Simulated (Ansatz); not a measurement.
Q: Write an Ansatz input for a full relaxation of cell and atoms of Mg with PBE (scalar-relativistic), a cutoff of 420 eV (density cutoff 4 times that), a Γ-centred 8×8×4 mesh and Gaussian smearing of 0.05 eV, without spin polarisation. Stop at forces under 0.03 eV/Å and stress under 0.3 GPa, or after 60 steps. Forces, stress and eigenvalues are wanted. The structure:
```
Mg
1.0
     3.2100000000    0.0000000000    0.0000000000
    -1.6050000000    2.7799415461    0.0000000000
     0.0000000000    0.0000000000    5.2130400000
Mg
2
Direct
  0.3333333333 0.6666666667 0.7500000000
  0.6666666667 0.3333333333 0.2500000000
```

A: 
```yaml
crystal:
  lattice:
    - [3.21, 0.0, 0.0]
    - [-1.605, 2.7799415461, 0.0]
    - [0.0, 0.0, 5.21304]
  atoms:
    - { symbol: Mg, position: [0.3333333333, 0.6666666667, 0.75] }
    - { symbol: Mg, position: [0.6666666667, 0.3333333333, 0.25] }
basis:
  ecutwfc: 420
  ecutrho_ratio: 4
kpoints:
  mp_grid: { grid: [8, 8, 4] }
hamiltonian:
  xc: pbe
scf:
  occupations: { method: gaussian, width: 0.05 }
output:
  forces: true
  stress: true
  eigenvalues: true
relax:
  f_tol: 0.03
  max_steps: 60
  cell: { stress_tol: 0.3 }
```

Run as written, it has 20 valence electrons, 893 plane waves at Γ (in the final cell), 24 symmetry operations and 30 irreducible k-points; it took 12 SCF iterations in all. It took roughly 1.9 core-seconds on a shared host.
